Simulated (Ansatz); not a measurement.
Ansatz (a program for electronic structure) input:

Ansatz 0.2 input:
```yaml
crystal:
  lattice:
    - [4.340883067, 0.0, 0.0]
    - [0.0, 4.340883067, 0.0]
    - [0.0, 0.0, 4.3387472859]
  atoms:
    - { symbol: Cd, position: [0.0, 0.5, 0.5] }
    - { symbol: Cd, position: [0.5, 0.0, 0.5] }
    - { symbol: Cd, position: [0.5, 0.5, 0.0] }
    - { symbol: Zr, position: [0.0, 0.0, 0.0] }
kpoints:
  mp_grid: { grid: [7, 7, 7] }
  band_path:
    path:
      - [[0.0, 0.0, 0.0], [0.0, 0.5, 0.0], [0.5, 0.5, 0.0], [0.0, 0.0, 0.0], [0.0, 0.0, 0.5], [0.0, 0.5, 0.5], [0.5, 0.5, 0.5], [0.0, 0.0, 0.5]]  # Γ-X-M-Γ-Z-R-A-Z
      - [[0.0, 0.5, 0.0], [0.0, 0.5, 0.5]]  # X-R
      - [[0.5, 0.5, 0.0], [0.5, 0.5, 0.5]]  # M-A
    npoints: 8
basis: { xc_grid: 2 }
hamiltonian:
  xc: pbesol
  pseudopotentials: { kind: paw }
magnetization: { noncollinear: true, spin_orbit: true }
scf:
  n_extra_bands: 12
  convergence: { dr2_threshold: 0.0000000001 }
  occupations: { method: gaussian, width: 0.05 }
output: { eigenvalues: true }
```

Output (shortened):

```
Pseudopotential: Cd, paw_fr, valence charge 20
Pseudopotential: Zr, paw_fr, valence charge 12
Functional definition: PBEsol
non-collinear run that drives no moment, with spin-orbit …
Crystal: 4 atoms, lattice volume = 81.756 Å³
Basis set: ecut = 420 eV, 1575 PW (Γ), exchange–correlation on 60×60×60 points (8 copies of the dense FFT grid, shifted against one another)
Bands: 84, of which v1, the nominal top of the filled ones, is band 72 counted from 1 (71 counted from 0)
Symmetry: 16 space group operations + 16 with time reversal
k-points: 40 of 343
Projection manifold: j_resolved (fully-relativistic pseudo-atomic orbitals)
SCF iter   1: F=—  HF=-28692.325090 eV  |F-HF|=—  |Δ(HF+E_count)|=         —  Δρ=7.09e-2  dr2=8.87e0  dr2_m=0.00e0 (ungated)  ethr=3.10e-3  |M|=0.00e0 ∫|m|=0.00e0 μB  |m|>n=0.0e0 m-floor=0.0e0 τ_xc=0.0e0  β_m=0.30  ⟨swp⟩=7.3  Hψ=7646  notcnv=0  defer=12
preconditioner: auto → Kerker (q_TF=auto, 2.671 Å⁻¹)
spin=Noncollinear: Kerker preconditioning applied to the charge; magnetization (m_x, m_y, m_z) channels mix plain (no charge-response kernel on spin).
SCF iter   2: F=—  HF=-28691.098234 eV  |F-HF|=—  |Δ(HF+E_count)|=    1.23e0  Δρ=4.12e-2  dr2=3.47e0  dr2_m=0.00e0 (ungated)  ethr=3.10e-3  |M|=0.00e0 ∫|m|=0.00e0 μB  |m|>n=0.0e0 m-floor=0.0e0 τ_xc=0.0e0  β_m=0.51  ⟨swp⟩=3.0  Hψ=2857  notcnv=0  defer=248
preconditioner: auto → Resta (q_TF=auto, 2.671 Å⁻¹)
spin=Noncollinear: Resta preconditioning applied to the charge; magnetization (m_x, m_y, m_z) channels mix plain (no charge-response kernel on spin).
SCF iter   3: F=—  HF=-28690.256821 eV  |F-HF|=—  |Δ(HF+E_count)|=   8.41e-1  Δρ=1.31e-2  dr2=2.52e-1  dr2_m=0.00e0 (ungated)  ethr=3.10e-3  |M|=0.00e0 ∫|m|=0.00e0 μB  |m|>n=0.0e0 m-floor=0.0e0 τ_xc=0.0e0  β_m=0.76  ⟨swp⟩=2.5  Hψ=2786  notcnv=0  defer=242
SCF iter   4: F=—  HF=-28690.187879 eV  |F-HF|=—  |Δ(HF+E_count)|=   6.89e-2  Δρ=3.68e-3  dr2=2.42e-2  dr2_m=0.00e0 (ungated)  ethr=3.50e-4  |M|=0.00e0 ∫|m|=0.00e0 μB  |m|>n=0.0e0 m-floor=0.0e0 τ_xc=0.0e0  β_m=0.85  ⟨swp⟩=3.5  Hψ=3359  notcnv=0  defer=206
SCF iter   5: F=—  HF=-28690.182474 eV  |F-HF|=—  |Δ(HF+E_count)|=   5.41e-3  Δρ=1.37e-3  dr2=1.34e-3  dr2_m=0.00e0 (ungated)  ethr=3.35e-5  |M|=0.00e0 ∫|m|=0.00e0 μB  |m|>n=0.0e0 m-floor=0.0e0 τ_xc=0.0e0  β_m=0.82  ⟨swp⟩=2.0  Hψ=2490  notcnv=0  defer=206
SCF iter   6: F=—  HF=-28690.182109 eV  |F-HF|=—  |Δ(HF+E_count)|=   3.65e-4  Δρ=2.64e-4  dr2=1.05e-4  dr2_m=0.00e0 (ungated)  ethr=1.86e-6  |M|=0.00e0 ∫|m|=0.00e0 μB  |m|>n=0.0e0 m-floor=0.0e0 τ_xc=0.0e0  β_m=0.91  ⟨swp⟩=2.1  Hψ=2431  notcnv=0  defer=206
SCF iter   7: F=—  HF=-28690.182089 eV  |F-HF|=—  |Δ(HF+E_count)|=   1.96e-5  Δρ=5.89e-5  dr2=3.00e-6  dr2_m=0.00e0 (ungated)  ethr=1.47e-7  |M|=0.00e0 ∫|m|=0.00e0 μB  |m|>n=0.0e0 m-floor=0.0e0 τ_xc=0.0e0  β_m=0.95  ⟨swp⟩=2.0  Hψ=1805  notcnv=0  defer=206
SCF iter   8: F=—  HF=-28690.182089 eV  |F-HF|=—  |Δ(HF+E_count)|=   4.26e-7  Δρ=1.27e-5  dr2=1.51e-7  dr2_m=0.00e0 (ungated)  ethr=4.16e-9  |M|=0.00e0 ∫|m|=0.00e0 μB  |m|>n=0.0e0 m-floor=0.0e0 τ_xc=0.0e0  β_m=0.98  ⟨swp⟩=2.1  Hψ=2090  notcnv=0  defer=206
SCF iter  11: F=-28690.182089 eV  HF=-28690.182089 eV  |F-HF|=1.09e-11  |Δ(HF+E_count)|=  1.38e-10  Δρ=2.73e-7  dr2=5.52e-11  dr2_m=0.00e0 (ungated)  ethr=1.00e-12  |M|=0.00e0 ∫|m|=0.00e0 μB  |m|>n=0.0e0 m-floor=0.0e0 τ_xc=0.0e0  ⟨swp⟩=7.8  Hψ=6395  notcnv=0
SCF 1 converged in 11 iterations: F = -28690.182089 eV  dr2 = 5.52e-11
NSCF: frozen V_eff on 75 k-points
SCF converged after 11 iterations
Magnetization: |M| = 0.0000 μB,  M = (+0.0000, +0.0000, +0.0000) μB
Absolute magnetization: 0.0000 μB (∫|m|)
  site 0: m = (+0.0000, +0.0000, +0.0000) μB, |m| = 0.0000 μB  (R = 1.27 Å)
  site 1: m = (+0.0000, +0.0000, +0.0000) μB, |m| = 0.0000 μB  (R = 1.27 Å)
  site 2: m = (+0.0000, +0.0000, +0.0000) μB, |m| = 0.0000 μB  (R = 1.27 Å)
  site 3: m = (+0.0000, +0.0000, +0.0000) μB, |m| = 0.0000 μB  (R = 1.27 Å)
Free energy (F): -28690.182089 eV
Harris-Foulkes:  -28690.182089 eV  (|F-HF|=1.09e-11)
Internal energy: -28690.177005 eV  (E = F + TS)
E sigma→0 (E₀):  -28690.179547 eV
Entropy (-TS):   -0.005084 eV (-1.271 meV/atom)
Fermi energy:    15.227614 eV
--- Per-component energies (eV) ---
  E_band       = -1197.857583
  E_kinetic    = 1848.605245
  E_local      = -9424.105992  (includes V_loc(G=0)·N_el)
  E_nonlocal   = 179.727848
  E_hartree    = 4371.540660
  E_xc         = -690.209365
  E_vxc        = -858.035350  (∫ρ·V_xc dr)
  E_paw        = -14940.362172  (= ΣΔE_a)
  E_vpaw       = -1687.131061  (= ΣTr[D̂ρ^β])
  E_aug_tail   = 0.000064  (compensation charges beyond the density's cutoff)
  E_ewald      = -10036.572889
  E_core_change = 1.199595  (= ΣΔE_core)
  E_smearing   = -0.005084  (= −TS)
  E_closure    = 0.000000  (closes the sum)
  Σ components = -28690.182089   (vs F -28690.182089, Δ=0.00e0)
  [band-id]    e_kinetic+e_local+e_nonlocal+2·e_hartree+e_vxc+e_vpaw+e_augmentation_tail = -1197.857925   (vs E_band -1197.857583, Δ=-3.42e-4)
--- Band table (eV; the first three rows and the last of 40) ---
  k-point 0: bands = ["-87.0729", "-87.0729", "-87.0693", "-87.0693", "-87.0689", "-87.0689", "-52.2255", "-52.2255", "-52.2252", "-52.2252", "-52.2099", "-52.2099", "-46.3889", "-46.3889", "-46.3722", "-46.3722", "-46.3722", "-46.3722", "-46.3554", …
  k-point 1: bands = ["-87.0728", "-87.0728", "-87.0694", "-87.0694", "-87.0690", "-87.0690", "-52.2252", "-52.2252", "-52.2249", "-52.2249", "-52.2106", "-52.2106", "-46.3877", "-46.3877", "-46.3722", "-46.3722", "-46.3714", "-46.3714", "-46.3556", …
  k-point 2: bands = ["-87.0723", "-87.0723", "-87.0699", "-87.0699", "-87.0690", "-87.0690", "-52.2252", "-52.2252", "-52.2231", "-52.2231", "-52.2124", "-52.2124", "-46.3848", "-46.3848", "-46.3719", "-46.3719", "-46.3693", "-46.3693", "-46.3564", …
  k-point 39: bands = ["-87.0707", "-87.0707", "-87.0703", "-87.0703", "-87.0702", "-87.0702", "-52.2208", "-52.2208", "-52.2204", "-52.2204", "-52.2197", "-52.2197", "-46.3853", "-46.3853", "-46.3722", "-46.3722", "-46.3673", "-46.3673", "-46.3668", …
```

Cost: very roughly 120 core-seconds on shared cores.

Space group Pm-3m (Cu3Au type). The workflow started from an entry of the Crystallography Open Database (COD); the relaxed space group is not among those it files for this formula. COD files the formula under space group No. 123, so this cell is another polymorph or a model. Its standing as an ambient phase is unchecked. The cell was relaxed with PBEsol under the symmetry of its start; its stability against distortions is not shown here. No spin polarisation was allowed. Point labels and valley counts follow the cell and symmetry of the run, lower than the named group.

Potentials: the later of the program's two PAW sets.

Ansatz is a plane-wave DFT program.
